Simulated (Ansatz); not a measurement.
A trial structure of YC2N2 was built thus: stacked square cyanide-bridged sheets (P4/mmm, No. 123). Its size is a rough estimate.

```yaml
crystal:
  lattice:
    - [7.75838, 0.00000, 0.00000]
    - [0.00000, 7.75838, 0.00000]
    - [0.00000, 0.00000, 3.60384]
  atoms:
    - { symbol: Y, position: [0.00000, 0.00000, 0.00000] }
    - { symbol: Y, position: [0.50000, 0.50000, 0.00000] }
    - { symbol: C, position: [0.19194, 0.80806, 0.00000] }
    - { symbol: C, position: [0.80806, 0.19194, 0.00000] }
    - { symbol: C, position: [0.19194, 0.19194, 0.00000] }
    - { symbol: C, position: [0.80806, 0.80806, 0.00000] }
    - { symbol: N, position: [0.29858, 0.70142, 0.00000] }
    - { symbol: N, position: [0.70142, 0.29858, 0.00000] }
    - { symbol: N, position: [0.29858, 0.29858, 0.00000] }
    - { symbol: N, position: [0.70142, 0.70142, 0.00000] }
```

All numbers below come from DFT PBE, scalar-relativistic, plane waves, PAW in Ansatz. Cutoff 420 eV, Gaussian smearing, Γ-centred meshes. Cell and atoms relax first on a coarse mesh and then on a finer one. In between, the cell is made exact in the group found at 0.06 Å. In metals the finer mesh still leaves noise of several meV/atom or more. The steps can't lower the symmetry of their start. No spin polarisation.

A guess keeps its type if space group and coordination stay and the shape of the cell changes little (axis ratios within about 15 %, angles within 6°); the volume may change.

Question: Will the relaxed cell still be of the starting type?

Answer: It keeps its type. The symmetry stays P4/mmm (No. 123). The volume per atom grows by 25.2 %, from 21.7 to 27.2 Å³. The shortest distance stays 1.17 Å (C–N). The ratio c/a of the conventional cell changes by a factor of 0.94. Counting neighbours within 15 % of an atom's shortest distance, the start has C 1, N 1, Y 4 and the end C 1, N 1, Y 4.

The last run used a 6×6×10 mesh (in the run's order of axes) for its 10-atom cell and Gaussian smearing of 0.10 eV. The cell is a metal run without spin, though a test with spin on the coarse mesh kept 0.9 μB a cell, so a magnetic state probably lies lower. Symmetry constrained the relaxation, so the result can be a saddle point.
